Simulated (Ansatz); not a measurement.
**Question.** Name crystals whose computed values (DFT-PBE in the program Ansatz with PAW potentials) fall in these windows: B₀ by P(V) fit (GPa) 74 to 96; gap (eV) 0.36 to 0.45.

**Answer.** 

```json
[
 {"crystal": "ZnS, NiAs type", "B₀ by P(V) fit (GPa)": "85.7", "gap (eV)": "0.40"},
 {"crystal": "Si3Ge, P-4m2 (Si on 2g, Si on 1a, Ge on 1c)", "B₀ by P(V) fit (GPa)": "81.4", "gap (eV)": "0.39"}
]
```
Others may fit too.

Typed or built starts, not in the databases checked: ZnS, NiAs type; Si3Ge, P-4m2 (Si on 2g, Si on 1a, Ge on 1c). Not the usual ambient phase: ZnS, NiAs type. All cells were relaxed under the symmetry of their starts (and spin orders); stability against distortions was not tested throughout. Scalar-relativistic: spin–orbit coupling is off unless named, which matters more the heavier the elements.

Potentials: the earlier of the program's two PAW sets.
